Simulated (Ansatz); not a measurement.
Tl, DFT, LDA, all-electron LAPW, scalar-relativistic (Ansatz 0.2.0), run on 1 thread of Arm Neoverse V2 on a shared host.

Structure: COD 9008519, as refined from experiment and not relaxed.

Command: `ansatz run input.yaml --threads 1 --pin off --max-ram 3072MiB --backend cpu --events-out ev --progress --plain --runs-dir out`

```yaml
crystal:
  lattice:
    - [3.4559983565, 0.0, 0.0]
    - [-1.7279991783, 2.9929823722, 0.0]
    - [0.0, 0.0, 5.525]
  atoms:
    - { symbol: Tl, position: [0.3333333333, 0.6666666667, 0.25] }
    - { symbol: Tl, position: [0.6666666667, 0.3333333333, 0.75] }
kpoints:
  mp_grid: { grid: [11, 11, 6] }
  band_path:
    path:
      - [0.0, 0.0, 0.0]
      - [0.5, 0.0, 0.0]
      - [0.3333333333, 0.3333333333, 0.0]
      - [0.0, 0.0, 0.0]
      - [0.0, 0.0, 0.5]
      - [0.5, 0.0, 0.5]
      - [0.3333333333, 0.3333333333, 0.5]
      - [0.0, 0.0, 0.5]
      - [0.5, 0.0, 0.5]
    npoints: 14
scf:
  occupations: { method: fermi_dirac, width: 0.05 }
hamiltonian:
  xc: lda
  pseudopotentials: { kind: all_electron, lapw: { basis_error: 0.0005 } }
output:
  forces: true
  stress: true
  eigenvalues: true
  fatbands: true
  populations: true
  dos: { projected: true, de: 0.2, e_range: [-14, 8] }
```

(1) How large is the problem that the program sets up?

(2) Estimate the wall time and the peak memory.

(3) And the same cell and mesh by PAW (frozen-core files), asked for forces, stress, eigenvalues, efg, populations, bader, dos, write_density, write_potential, elf and the same band path, on the same hardware?

(4) And the same cell and mesh by all-electron PAW (datasets made for this crystal), asked for forces, stress, eigenvalues, efg and the same band path, on the same hardware?

## Answers

(1) 64 irreducible k-points, 313 plane waves at Γ, 42 bands.

(2) 51 s of wall time for 6 SCF iterations, with a peak of 0.4 GiB. Times on shared machines scatter by tens of per cent.

(3) 13 s, peak memory 0.37 GiB.

(4) 10 s, peak memory 0.34 GiB.
